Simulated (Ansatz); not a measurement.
Relaxed Nb (bcc, W type):

```yaml
crystal:
  lattice:
    - [-3.30957, 3.30957, 3.30957]
    - [1.65478, -1.65478, 1.65478]
    - [1.65478, 1.65478, -1.65478]
  atoms:
    - { symbol: Nb, position: [0.00000, 0.00000, 0.00000] }
    - { symbol: Nb, position: [0.50000, 0.00000, 0.00000] }
```

These are PBE (plane waves to 420 eV, PAW, scalar-relativistic; Ansatz, a first-principles code) values and carry that method's errors. k mesh 8×16×16 (Γ-centred), Fermi-Dirac smearing 0.05 eV. With partly filled bands, energies and forces of such displacements shift with the k mesh and the smearing. On this mesh the relaxed cell isn't quite at rest: it carries a pressure of -0.1 GPa (compression positive) at the zero of the scan. Nb is run without spin polarisation. Nb was relaxed with its symmetry unable to fall. The PAW data are Ansatz's earlier set.

One atom of the cell was then moved (with its periodic images), all else fixed, and the forces (eV/Å) came out as:

| atom | Fx | Fy | Fz |
|---|---|---|---|
| Nb1 | 0.716 | 0.715 | 0.260 |
| Nb2 | -0.716 | -0.715 | -0.260 |

With two atoms only their relative shift counts; take Nb1 as fixed.

**Question.** Which atom was moved, and by which vector (Å)?

**Answer.** Nb2, by (0.16, 0.16, 0.00), 0.23 Å in all.

(A displaced cell: forces are minus the slopes of the energy, force constants its curvatures, and phonons follow from these.)
